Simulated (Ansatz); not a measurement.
BaTiO$_{3}$ in space group Amm2 (No. 38; Ba on 2a, Ti on 2b, O on 4e, O on 2a), LDA in the plane-wave PAW code Ansatz. The conduction-band minimum lies at Γ, with 1 equivalent valley. Second derivatives d²E/dk² of the lowest band at one valley (eV·Å²), along Cartesian directions:

| direction | d²E/dk² |
|---|---|
| [100] | 18.15 |
| [010] | 7.637 |
| [001] | 11.10 |
| [110] | 12.89 |
| [101] | 14.62 |
| [011] | 9.317 |

### Question
Find the principal effective masses, the density-of-states mass and the conductivity mass.

### Answer
Off-diagonal terms follow from H_xy = H[110] − (H_xx + H_yy)/2, and m*/mₑ = 7.620 eV·Å² over each eigenvalue: 0.42, 0.69, 1.00. One valley's DOS mass (m₁m₂m₃)^(1/3) = 0.66, conductivity mass 3/(Σ 1/mᵢ) = 0.62 mₑ.

### Question
What effective density of states Nc follows at 300 K for parabolic valleys?

### Answer
Nc = 2.509e19 × 1 × (0.66)^(3/2) ≈ 1.3e19 cm⁻³.

This is a known low-temperature phase of the composition, computed here at zero pressure and temperature. Symmetry was held in the LDA relaxation. At this level the phase is dynamically unstable (imaginary phonons). No spin polarisation was allowed. Scalar-relativistic: spin–orbit coupling is off unless named, which matters more the heavier the elements.

Potentials: the later of the program's two PAW sets.

Edges and masses are those of Kohn–Sham bands, whose gap is no quasiparticle gap.
